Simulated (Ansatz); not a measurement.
Magnetic orders of CoPb₃

These are results of DFT PBEsol, scalar-relativistic, plane waves, PAW in Ansatz, not measurements.

```yaml
crystal:
  lattice:
    - [4.60692, 0.00000, 0.00000]
    - [0.00000, 4.60692, 0.00000]
    - [0.00000, 0.00000, 4.60692]
  atoms:
    - { symbol: Pb, position: [0.00000, 0.50000, 0.50000] }
    - { symbol: Pb, position: [0.50000, 0.00000, 0.50000] }
    - { symbol: Pb, position: [0.50000, 0.50000, 0.00000] }
    - { symbol: Co, position: [0.00000, 0.00000, 0.00000] }
```

The plane-wave cutoff is 420 eV, the Γ-centred k-mesh is 10×10×10 and the occupation rule is Gaussian smearing, 0.1 eV. The list of starting moments (μB, in atom order) is 0 0 0 2 and the check for lower electronic states after the SCF is off.

All runs keep this geometry, which stands near equilibrium for the lowest state (largest force there 0.000 eV/Å, pressure 0.0 GPa) and needn't be a stable compound; relaxing each order can shift differences of a few meV. A propagation vector, in units of the reciprocal vectors, doubles the cell, which takes an equally dense mesh. The large starts are 0 0 0 3.5 μB. The small starts are 0 0 0 0.5 μB. Site moments are spin moments in atom-centred spheres that scale with the neighbour distance. The states are those that the runs reached from these starts; a lower one can exist.

Q: Starts tried: no spin; ferromagnetic; large parallel starting moments; antiferromagnetic, doubled cell, propagation vector (0, 0, 1/2); antiferromagnetic, doubled cell, propagation vector (0, 1/2, 1/2); antiferromagnetic, doubled cell, propagation vector (1/2, 1/2, 1/2); small parallel starting moments. Which state comes out lowest, and what are the moments?

A: The lowest state is antiferromagnetic, reached from the start “antiferromagnetic, doubled cell, propagation vector (0, 0, 1/2)”, with site moments (μB) Co +1.68, Co -1.68.

```
                                                              start ends energy above lowest (meV/atom) site moments (μB) gap on mesh (eV) P (GPa)
                                                            no spin non-magnetic                            53.6      none over 0.05             metal     -1.4
                                                      ferromagnetic ferromagnetic                            5.17            Co +1.63             metal      0.0
                                    large parallel starting moments ferromagnetic                            5.17            Co +1.63             metal      0.0
    antiferromagnetic, doubled cell, propagation vector (0, 0, 1/2) antiferromagnetic                            0.00  Co +1.68, Co -1.68             metal      0.0
  antiferromagnetic, doubled cell, propagation vector (0, 1/2, 1/2) antiferromagnetic                            3.23  Co +1.67, Co -1.67             metal      0.0
antiferromagnetic, doubled cell, propagation vector (1/2, 1/2, 1/2) antiferromagnetic                            10.9  Co +1.65, Co -1.65             metal      0.0
                                    small parallel starting moments ferromagnetic                            5.17            Co +1.63             metal      0.0
```

Cost: 7 runs of about 4.1 core-minutes in all, on Intel Xeon 6975P-C (Granite Rapids) (shared hosts).